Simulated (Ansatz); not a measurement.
Values for one crystal, relaxed and computed with the program Ansatz at the r²SCAN level (PAW); other levels are named.

Volume per atom: 18.84 Å³
Electronic character: metallic (no gap)
Gap with spin–orbit coupling: none (metallic)
Pressure derivative B′: 4.3
Formation energy from the elements (no fitted shifts): -0.10 eV/atom
Bulk modulus (Birch–Murnaghan fit): 152 GPa
Density of states at the Fermi level: 1.2 states/eV per atom (mean over ±0.08 eV)

Problem. Which compound is it?
(A) TaRu, rock salt
(B) VRu, CsCl type
(C) LaRu2, cubic Laves (MgCu2 type)
(D) TcRu, P-6m2 (Tc on 1a, Ru on 1d)

Solution. C, LaRu2, cubic Laves (MgCu2 type)

Space group Fd-3m (cubic Laves (MgCu2 type)). The workflow started from an entry of the Crystallography Open Database (COD). Whether it is the stable phase at ambient conditions was not checked. The r²SCAN relaxation kept the symmetry of its start; its stability against distortions is not shown here. No spin polarisation was allowed. The references are the lowest solids computed at this level, not always the standard phases. Scalar-relativistic: spin–orbit coupling is off unless named, which matters more the heavier the elements.

Potentials: the later of the program's two PAW sets.
